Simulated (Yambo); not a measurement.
G0W0@LDA for FeS2 (marcasite, space group Pnnm, No. 58) in Yambo. Reference settings: 4×2×4 Γ-centred k mesh, bands 9 to 162 and a 8 Ry block in the screening, 162 bands in G with the Bruneval-Gonze terminator, plasmon pole fitted at 27.2 eV. The LDA gap (0, -0.5, 0.25) → (0, -0.5, -0.5) on this mesh is 0.72 eV; G0W0 gaps are taken between the same points.

| change from the reference | G0W0 gap (0, -0.5, 0.25) → (0, -0.5, -0.5) (eV) | shift of the valence edge (eV) |
|---|---|---|
| reference settings | 1.12 | 0.43 |
| 68 bands in G | 1.10 | 0.44 |
| no terminator | 1.14 | 0.61 |
| pole fitted at 10 eV | 1.08 | 0.51 |
| 108 bands in W, 108 bands in G | 1.11 | 0.49 |
| 68 bands in W, 68 bands in G | … | 0.60 |

Problem. Estimate the withheld gaps from the other rows; the computed values follow.

Solution. 
- 68 bands in W, 68 bands in G, G0W0 gap (0, -0.5, 0.25) → (0, -0.5, -0.5) (eV): 1.07

The reference isn't shown to be the converged limit. In the run with 162 bands and a 8 Ry block, which covers more k points, the smallest G0W0 gap is 0.76 eV, (0, -0.5, 0.25) → Γ.

Geometry of the Materials Project entry, not relaxed at this level; primitive cell a = 4.426 Å, b = 5.397 Å, c = 3.378 Å, α = β = γ = 90.00°.

This is not the ordinary phase of the substance.

The runs are not spin-polarised; magnetic order was not tried.

A shift is the quasiparticle energy of the state minus its LDA energy.
